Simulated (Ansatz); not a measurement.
Data:

NbCuN₂:
```
NbCuN2
1.0
    1.56068     0.90106     5.76670
   -1.56068     0.90106     5.76670
    0.00000    -1.80212     5.76670
Nb Cu N
1 1 2
Direct
  0.50000   0.50000   0.50000
  0.00000   0.00000   0.00000
  0.10530   0.10530   0.10530
  0.89470   0.89470   0.89470
```

This is the PBEsol-relaxed structure.

### Question
All from DFT-PBEsol in the program Ansatz with PAW potentials, unless another level is named. Give the gap with spin–orbit coupling.

### Answer
0.10 eV.

### Question
And the HSE06 gap on the PBEsol cell?

### Answer
1.11 eV.

### Question
Give the hole effective mass with spin–orbit coupling.

### Answer
0.17, 0.17, 0.54 mₑ (principal values).

### Question
What about the conduction-band minimum?

### Answer
at L (3 equivalent valleys).

Space group R-3m. The start of the workflow was typed in or built on a structure type; neither database checked (COD, Materials Project) lists it. Its standing as an ambient phase is unchecked. Symmetry was held in the PBEsol relaxation; whether a distortion lowers the energy is not shown. The workflow began spin-polarised and lost its moments. Scalar-relativistic: spin–orbit coupling is off unless named, which matters more the heavier the elements.

Potentials: the earlier of the program's two PAW sets. The files were generated under PBE; for other functionals the program regenerates the frozen cores, and for LDA and PBEsol the local potential too.
